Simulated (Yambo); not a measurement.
Yambo run on MgV$_{2}$O$_{6}$ (space group C2/m, No. 12). The wavefunctions are norm-conserving LDA (Quantum ESPRESSO, 84 Ry, without SOC) ones on a 4×4×2 mesh (36 occupied bands); a = 5.1937 Å, b = 5.1937 Å, c = 7.0555 Å, α = 105.13°, β = 105.13°, γ = 39.80°.

Yambo input:

```
rim_cut
gw0
dyson
el_el_corr
HF_and_locXC
ppa
em1d
RandQpts= 1000000
RandGvec= 1 Ry
EXXRLvcs= 84 Ry
VXCRLvcs= 336 Ry
Chimod= "HARTREE"
% BndsRnXp
 4 | 67 |
%
NGsBlkXp= 5 Ry
% LongDrXp
 1.0 | 1.0 | 1.0 |
%
PPAPntXp= 27.2114 eV
% GbndRnge
 1 | 67 |
%
GTermKind= "BG"
DysSolver= "n"
ExtendOut
% QPkrange
 2 | 2 | 36 | 36 |
 5 | 5 | 36 | 37 |
%
```

k points by index: 2 = (0, 0, -0.5), 5 = (0, -0.5, 0).

Table of the .qp output:

```
#    K-point    Band    Eo [eV]    E [eV]    E-Eo [eV]    Vxc [eV]    Vnlxc [eV]    Sc|Eo [eV]    Sc|E [eV]    dSc/dw|Eo [eV]    Re(Z)    Im(Z)
#
    2    36    0.000000    -0.373712    -0.373712    -19.59309    -24.70277    4.605993    4.735972    -9.458806    0.742052    -0.002017
    5    36    -0.075265    -0.373412    -0.298147    -19.55335    -24.39530    4.440139    4.543803    -9.454763    0.742134    -0.002022
    5    37    2.497071    4.333424    1.836352    -22.13832    -14.86447    -4.807569    -5.437501    -9.333183    0.744602    -0.002067
```
(The two width columns are left out.) Convergence of these settings isn't established.

Geometry of the Materials Project entry, not relaxed at this level.

The runs are not spin-polarised; magnetic order was not tried.
